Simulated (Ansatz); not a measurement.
## What settings do to one calculation: an O vacancy next to H started in the widest void in rutile SiO2, 12 atoms, charge 0

Ansatz (PAW, plane waves), atoms fixed. The base input:

```yaml
crystal:
  lattice:
    - [4.194347, 0.000000, 0.000000]
    - [0.000000, 4.194347, 0.000000]
    - [0.000000, 0.000000, 5.357095]
  atoms:
    - { symbol: Si, position: [0.004273, 0.006771, 0.993062], spin: 0.1 }
    - { symbol: Si, position: [0.023280, 0.007458, 0.504809], spin: 0.1 }
    - { symbol: Si, position: [0.496672, 0.465100, 0.243950], spin: 0.1 }
    - { symbol: Si, position: [0.517881, 0.491020, 0.725923], spin: 0.1 }
    - { symbol: O, position: [0.302595, 0.300981, 0.996424], spin: 0.1 }
    - { symbol: O, position: [0.741584, 0.698275, 0.003646], spin: 0.1 }
    - { symbol: O, position: [0.665090, 0.661432, 0.484244], spin: 0.1 }
    - { symbol: O, position: [0.196521, 0.784528, 0.246811], spin: 0.1 }
    - { symbol: O, position: [0.150320, 0.829350, 0.738975] }
    - { symbol: O, position: [0.804159, 0.224318, 0.264830], spin: 0.1 }
    - { symbol: O, position: [0.803357, 0.218345, 0.735646] }
    - { symbol: H, position: [0.932481, 0.392173, 0.268132], spin: 0.1 }
kpoints:
  mp_grid: { grid: [2, 2, 2], shift: [0.5, 0.5, 0.5] }
hamiltonian:
  xc: pbesol
magnetization:
  spin_polarized: true
scf:
  occupations: { method: fermi_dirac, width: 0.01 }
output:
  forces: true
  eigenvalues: true
  stress: true
  populations: true
```

Command:

```sh
ansatz run in.yaml --threads 8 --pin off --max-ram 13300MiB --runs-dir r --events-out ev --progress --plain
```

It converged in 17 iterations and 0.7 s of wall time on 8 threads of an EPYC 9R45 processor, on a host shared with other runs; peak host memory 0.49 GiB; largest force component 7.05 eV/Å, pressure 33.51 GPa. The cutoff was the default, 420 eV. The base isn't a converged reference: it has few k points, and its atoms are unrelaxed. Each run below changes the keys shown and caps the iterations.

```csv
run,changed,ending,iterations,free energy less the base (meV per atom),rms change of forces (eV/Å),change of pressure (GPa),"wall time (s, shared host)"
1,"max_iter 6, total_charge 6",not converged,–,–,–,–,–
2,max_iter 100,converged,17,0.0,0.000,0.00,0.7 CPU
3,"xc_grid 2 (2 is the default), max_iter 70, total_charge -1",converged,15,other zero,0.969,10.60,0.6 CPU
4,"mixing algorithm anderson, max_iter 80",converged,19,0.0,0.000,0.00,0.7 CPU
5,"mixing beta 1.5, xc_grid 3 (2 is the default), max_iter 100",refused,–,–,–,–,–
6,"ecutwfc 300 eV, max_iter 70",converged,17,257.8,0.152,-0.83,0.5 CPU
7,"accuracy low (cutoff and grids as in the base), mixing algorithm msr1, max_iter 100",converged,17,0.0,0.000,0.00,0.7 CPU
8,"max_iter 2, xc lda, width 0.5 eV",not converged,–,–,–,–,–
10,"mixing algorithm broyden, max_iter 4, accuracy high",not converged,–,–,–,–,–
```

«Other zero»: another functional, charge or dispersion term moves the zero of energy, so the difference says nothing of accuracy.

Runs lost to time or memory, or doubtful for a known weakness of the program, are left out.

Q: Which changes leave the result alone, and which of the same physical model moves the forces most?

A: The forces move by under 0.002 eV/Å in runs 2, 4, 7. Run 6 (ecutwfc 300 eV, max_iter 70) moves them most among the runs with the same functional, charge and dispersion term, by 0.152 eV/Å.

Q: Why did some runs give no result?

A: - run 1: did not converge after 6 iterations: dr2 = 6.93e-1 (threshold 1.00e-7), under the density mixer `msr1`, which `scf.mixing.algorithm: auto` chose by the deck's other keys (type `scf.mixing.algorithm: msr1` to keep it);
- run 5: invalid value for `scf.mixing.beta`: must be finite and in (0, 1]; got 1.5
- run 8: did not converge after 2 iterations: dr2 = 4.74e0 (threshold 1.00e-7), under the density mixer `msr1`, which `scf.mixing.algorithm: auto` chose by the deck's other keys (type `scf.mixing.algorithm: msr1` to keep it);
- run 10: did not converge after 4 iterations: dr2 = 2.80e-2 (threshold 1.00e-7), under the density mixer `broyden`;
